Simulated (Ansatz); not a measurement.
Two-dimensional strain map in Bi$_{2}$Te$_{3}$

Level of theory: DFT PBEsol, scalar-relativistic, plane waves, PAW (Ansatz 0.2.0). Cutoff 420 eV, Γ-centred 12×12×12 k-points, Gaussian smearing of 0.03 eV. Spin–orbit coupling is left out, which matters for the heavy elements here. No spin polarisation. Energies are free energies at this smearing, counted from the undisturbed cell; pressure is positive in compression.

The starting cell (relaxed at this level):

```xyz
5
Lattice="2.1904 1.2646 10.1078 -2.1904 1.2646 10.1078 0.0000 -2.5293 10.1078" Properties=species:S:1:pos:R:3 pbc="T T T"
Bi    0.0000    0.0000   12.1240
Bi    0.0000    0.0000   18.1993
Te    0.0000    0.0000    0.0000
Te    0.0000    0.0000    6.3681
Te    0.0000    0.0000   23.9552
```

The cell is strained by p along both x and y and by q along z, fractional coordinates fixed. Points are written (p, q).

Energy above the undisturbed cell in meV/atom (a dash: not computed):

```
 p \ q  -0.080  -0.040  0.000  0.040  0.080
-0.080   430.5   283.8  184.0  125.1  101.4
-0.040   181.0       –   41.6      –      –
 0.000    57.4       –    0.0      –   48.4
 0.080    75.4       –  126.3      –  243.9
```

Pressure in GPa:

| p \ q | -0.080 | -0.040 | 0.000 | 0.040 | 0.080 |
| --- | --- | --- | --- | --- | --- |
| -0.080 | 23.3 | 17.4 | 12.4 | 8.3 | 4.9 |
| -0.040 | 12.8 | – | 5.1 | – | – |
| 0.000 | 5.5 | – | 0.0 | – | -3.6 |
| 0.080 | -3.2 | – | -5.7 | – | -7.2 |

Gap on the k-mesh in eV:

| p \ q | -0.080 | -0.040 | 0.000 | 0.040 | 0.080 |
| --- | --- | --- | --- | --- | --- |
| -0.080 | 0.00 | 0.00 | 0.00 | 0.00 | 0.00 |
| -0.040 | 0.05 | – | 0.30 | – | – |
| 0.000 | 0.07 | – | 0.22 | – | 0.49 |
| 0.080 | 0.00 | – | 0.09 | – | 0.31 |

Where the gap reads zero the k-mesh, chosen for the insulator, is on the coarse side.